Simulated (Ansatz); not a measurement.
Zr3Tl2Cu2S8 in space group C2/m (No. 12; Pearson symbol mS30), r²SCAN+D4 (plane waves, PAW; program Ansatz), all energies at zero smearing, with the estimated change up to a 700 eV cutoff added, with one set of potentials and settings (totals compare only within such a set). Cell of 15 atoms (3 Zr, 2 Tl, 2 Cu, 8 S): -56032.676 eV.

```csv
element,reference phase,E (eV/atom)
Zr,"P6_3/mmc, 2 atoms in the cell",-4195.0904
Tl,"P6_3/mmc, 2 atoms in the cell",-11458.6947
Cu,"Fm-3m, 1 atoms in the cell",-6631.4395
S,"P2/c, 32 atoms in the cell",-905.9104
```

Formation energy per atom, worked out: (-56032.676 − 3×(-4195.0904) − 2×(-11458.6947) − 2×(-6631.4395) − 8×(-905.9104))/15 = -1.324 eV/atom (-128 kJ per mol of atoms), at 0 K, without zero-point energy or fitted corrections.

The first step of the workflow began from a Materials Project structure, measured or hypothetical; the Crystallography Open Database copy checked does not list it. Its standing as an ambient phase is unchecked. The r²SCAN+D4 relaxation kept the symmetry of its start; its stability against distortions is not shown here. The run is not spin-polarised. The references are the lowest solids computed at this level, not always the standard phases. Spin–orbit coupling is left out wherever it is not named.

Potentials: the later of the program's two PAW sets.
